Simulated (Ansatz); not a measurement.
**Li₂VO₂: do energies and stresses tell the same story?**

Level of theory: DFT r2SCAN, scalar-relativistic, plane waves, PAW in Ansatz 0.2.0.

Settings: cutoff 500 eV, Γ-centred mesh 9×9×6 on the computed 5-atom cell, Gaussian smearing of 0.02 eV; collinear spin from starting moments 0 0 2.51 0 0 μB.

Relaxed cell: P-3m1, a = 3.164 Å, b = 3.164 Å, c = 5.089 Å, α = 90.00°, β = 90.00°, γ = 120.00°, 5 atoms in the primitive cell. Whether it is the stable form of this composition wasn't checked.

Energies at zero smearing and pressures from the stress tensor, at volumes with shape and atoms relaxed:
| V (Å³/atom) | E − E(first) (meV/atom) | P (GPa) |
| --- | --- | --- |
| 8.293 | 0.00 | 9.01 |
| 8.558 | -10.75 | 4.14 |
| 8.823 | -14.07 | 0.00 |
| 9.087 | -11.11 | -3.49 |
| 9.352 | -2.88 | -6.39 |

Q: Check P = −dE/dV between neighbouring volumes, and get the bulk modulus from the pressures alone.

A: With 1 eV/Å³ = 160.2 GPa:
```tsv
middle V (Å³/atom)	−ΔE/ΔV (GPa)	mean P (GPa)
8.426	6.507	6.573
8.690	2.012	2.069
8.955	-1.792	-1.743
9.220	-4.986	-4.941
```

The two differ by 0.07 GPa at most. The mean of two end pressures misses the average over a step by about ΔV² P″/12, up to 0.07 GPa here; with that taken off 0.00 GPa remains. Around V = 8.823 Å³/atom, the two neighbours give B = −V ΔP/ΔV = 8.823 × 7.62 / 0.529 = 127.0 GPa, against B0 = 126.2 GPa from the Birch–Murnaghan fit of the energies.

The state reached may not be the lowest one. The cell holds one magnetic atom, so it can only be ferromagnetic; an antiferromagnetic order may lie lower.

Only this magnetic start was tried.